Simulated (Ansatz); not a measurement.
# Work and stress of cleavage in HfCd

All numbers below come from DFT PBEsol, scalar-relativistic, plane waves, PAW (Ansatz). The runs took a 420 eV cutoff, a Γ-centred 15×15×3 mesh and Gaussian smearing (0.15 eV). Spin–orbit coupling is left out, which can shift energies with elements as heavy as these. No spin polarisation. Energies are free energies at this smearing, counted from the undisturbed cell; pressure is positive in compression.

Reference structure (relaxed at this level; it needn't be the usual structure):

```
Hf Cd
1.0
    -3.05300    0.00000    0.00000
     0.00000   -3.05300    0.00000
     0.00000    0.00000   17.69262
Hf Cd
4 4
Direct
  0.00000 0.50000 0.31353
  0.00000 0.50000 0.81353
  0.50000 0.00000 0.93557
  0.50000 0.00000 0.43557
  0.00000 0.50000 0.06441
  0.00000 0.50000 0.56441
  0.50000 0.00000 0.18469
  0.50000 0.00000 0.68469
```

The cut lies on the cell's a–b face, a (0 0 1) plane (indices in the standard cell, whose axes needn't be the Cartesian ones shown) of area 9.32 Å², between layers 2.28 Å apart. Vector c is lengthened by d along the normal with the atoms' Cartesian places fixed: one unrelaxed cut a cell. The traction is positive where the two halves pull on each other.

```
d (Å) energy (J/m²) traction (GPa)
 0.00           0.00            -0.1
 0.50           0.41            13.5
 1.00           1.15            14.9
 2.00           2.34             8.4
 3.00           2.90             3.3
 6.00           3.15             0.0
```

Task: What are the work of separation and the cleavage stress, and do they fit the universal binding curve?

Result: The energy levels off near W ≈ 3.15 J/m² (the traction is down to 0.0 GPa), the energy of the two unrelaxed faces, 1.57 J/m² each on average. The largest sampled traction is 14.9 GPa at d = 1.00 Å, and a parabola through it and its two neighbours peaks at σ_max ≈ 14.9 GPa, d ≈ 0.98 Å. The curve E = W[1 − (1 + d/ℓ)exp(−d/ℓ)] peaks in traction at d = ℓ with σ_max = W/(eℓ); with 1 J/m² per Å = 10 GPa this W and σ_max give ℓ = 0.78 Å. A parabola through that curve at the same three d peaks at 0.88 Å, against 0.98 Å here, a fair fit. Real crystals break at far lower stress, because cracks concentrate it, and on the plane of lowest W, which needn't be this one.

The cut is rigid; relaxing the faces lowers these energies and usually the stresses.

In a metal these slopes depend on the k mesh and the smearing.

Cost: 6 runs of about 17 core-minutes in all, on Arm Neoverse V2 (shared hosts).